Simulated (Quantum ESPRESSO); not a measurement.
pw.x input (Quantum ESPRESSO 7.5; LDA, PseudoDojo standard norm-conserving files, scalar-relativistic):

```
&CONTROL
  calculation = 'scf'
  pseudo_dir = './pseudo'
  outdir = './out'
  tprnfor = .true.
  tstress = .true.
/
&SYSTEM
  ibrav = 0
  nat = 5
  ntyp = 3
  ecutwfc = 72.0
  ecutrho = 288.0
  occupations = 'smearing'
  smearing = 'fd'
  degauss = 0.002
  nbnd = 26
/
&ELECTRONS
  conv_thr = 5e-10
/
ATOMIC_SPECIES
Sn 118.7100 Sn.upf
I 126.9045 I.upf
Cs 132.9055 Cs.upf
CELL_PARAMETERS angstrom
  6.286230000000   0.000000000000   0.000000000000
  0.000000000000   6.286230000000   0.000000000000
  0.000000000000   0.000000000000   6.286230000000
ATOMIC_POSITIONS crystal
Sn   0.000000000000   0.000000000000   0.000000000000
I   0.500000000000   0.000000000000   0.000000000000
I   0.000000000000   0.500000000000   0.000000000000
I   0.000000000000   0.000000000000   0.500000000000
Cs   0.500000000000   0.500000000000   0.500000000000
K_POINTS automatic
4 4 4 0 0 0
```

End of the output:

```
     total energy              =    -282.44504624 Ry
     estimated scf accuracy    <       0.00000168 Ry
     total energy              =    -282.44504761 Ry
     estimated scf accuracy    <       0.00000016 Ry
     total energy              =    -282.44504769 Ry
     estimated scf accuracy    <          1.2E-09 Ry
[...]
     the Fermi energy is     3.6066 ev
!    total energy              =    -282.44504770 Ry
     estimated scf accuracy    <          1.1E-10 Ry
     smearing contrib. (-TS)   =      -0.00000056 Ry
     internal energy E=F+TS    =    -282.44504714 Ry
     The total energy is F=E-TS. E is the sum of the following terms:
     one-electron contribution =    -122.75103307 Ry
     hartree contribution      =      77.10825822 Ry
     xc contribution           =     -80.81900874 Ry
     ewald contribution        =    -155.98326355 Ry
     convergence has been achieved in   8 iterations
     Forces acting on atoms (cartesian axes, Ry/au):
     atom    1 type  1   force =     0.00000000    0.00000000    0.00000000
     atom    2 type  2   force =     0.00000000    0.00000000    0.00000000
     atom    3 type  2   force =     0.00000000    0.00000000    0.00000000
     atom    4 type  2   force =     0.00000000    0.00000000    0.00000000
     atom    5 type  3   force =     0.00000000    0.00000000    0.00000000
     Total force =     0.000000     Total SCF correction =     0.000000
     Computing stress (Cartesian axis) and pressure
          total   stress  (Ry/bohr**3)                   (kbar)     P=      -18.14
  -0.00012334   0.00000000   0.00000000          -18.14        0.00        0.00
   0.00000000  -0.00012334   0.00000000            0.00      -18.14        0.00
   0.00000000   0.00000000  -0.00012334            0.00        0.00      -18.14
```
In a gapped system the printed Fermi energy is only some level inside the gap.

Spin-orbit coupling is not included.

Geometry of the Materials Project entry, not relaxed at this level.
